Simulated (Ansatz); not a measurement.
LaB6 (Pm-3m), relaxed with PBE (Ansatz, a quantum-chemistry and plane-wave program, plane waves, PAW): a = b = c = 4.1546 Å, α = β = γ = 90.00°.

- ΔH_f (eV/atom) = -0.56
- B₀ by P(V) fit (GPa) = 174

Problem. The same phase is relaxed and computed with r²SCAN in the same code. What are the cell and these values now?

Solution. a = b = c = 4.1522 Å, α = β = γ = 90.00°.

- ΔH_f (eV/atom): -0.63
- B₀ by P(V) fit (GPa): 180

All cells were relaxed under the symmetry of their starts (and spin orders); stability against distortions was not tested throughout. Spin–orbit coupling is left out wherever it is not named.

Potentials: the earlier of the program's two PAW sets.

Ansatz is a plane-wave DFT program.

Formation energies count from the lowest solids of the elements computed at the same level, not from gases.
